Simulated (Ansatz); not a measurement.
A plane-wave DFT run in Ansatz 0.2.0 (scalar-relativistic PAW potentials unless the input names others): input and command.

```yaml
crystal:
  lattice:
    - [-1.5928715963, 1.5928715963, 5.7831053729]
    - [1.5928715963, -1.5928715963, 5.7831053729]
    - [1.5928715963, 1.5928715963, -5.7831053729]
  atoms:
    - { symbol: Zr, position: [0.6384213545, 0.6384213545, 0.0] }
    - { symbol: Zr, position: [0.3615786455, 0.3615786455, 0.0] }
    - { symbol: Cu, position: [0.0, 0.0, 0.0] }
    - { symbol: H, position: [0.75, 0.25, 0.5] }
    - { symbol: H, position: [0.25, 0.75, 0.5] }
basis:
  ecutwfc: "400 K"
kpoints:
  mp_grid: { grid: [16, 16, 16] }
hamiltonian:
  xc: r2scan
scf:
  occupations: { method: gaussian, width: 0.1 }
  max_iter: 100
output:
  forces: true
  eigenvalues: true
  stress: true
```

```bash
ansatz run input.yaml --threads 1 --pin off --max-ram 2560MiB --backend cpu --events-out ev --progress --plain --runs-dir out
```

Will this input run?

The program refuses it, because of a cutoff in the wrong unit (basis.ecutwfc: 500 → "400 K"). With the sound run's settings it is accepted.

Abridged log:
```
Error: inconsistent input (basis.ecutwfc, kpoints): the smallest per-k basis holds n_pw = 0 plane waves (k-point 1, counted from 0 among those solved) but the deck needs at least 24 band(s) per channel, and no run solves more bands than the smallest per-k basis has plane waves; raise basis.ecutwfc until the smallest per-k basis, which caps the automatic band count, holds at least 24 plane waves
```